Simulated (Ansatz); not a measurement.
Consider the following.

Nb:
```cif
data_Nb2
_chemical_formula_sum 'Nb2'
_space_group_name_H-M_alt 'Im-3m'
_space_group_IT_number 229
_space_group_name_Hall '-I 4 2 3'
_cell_length_a 3.30233
_cell_length_b 3.30233
_cell_length_c 3.30233
_cell_angle_alpha 90.000
_cell_angle_beta 90.000
_cell_angle_gamma 90.000
loop_
_atom_site_label
_atom_site_type_symbol
_atom_site_symmetry_multiplicity
_atom_site_Wyckoff_symbol
_atom_site_fract_x
_atom_site_fract_y
_atom_site_fract_z
_atom_site_occupancy
Nb1 Nb 2 a 0.00000 0.00000 0.00000 1
```
(The calculation used a cell of 1 atom; values per cell refer to that cell.)

This is the r²SCAN-relaxed structure.

**Question.** All from r²SCAN in the plane-wave PAW code Ansatz, unless another level is named. Give the density of states at the Fermi level.

**Answer.** 1.4 states/eV per atom (mean over ±0.08 eV).

**Question.** Give the gap with spin–orbit coupling.

**Answer.** none (metallic).

Symmetry was held in the r²SCAN relaxation. The run is not spin-polarised. Scalar-relativistic: spin–orbit coupling is off unless named, which matters more the heavier the elements.

Potentials: the earlier of the program's two PAW sets.
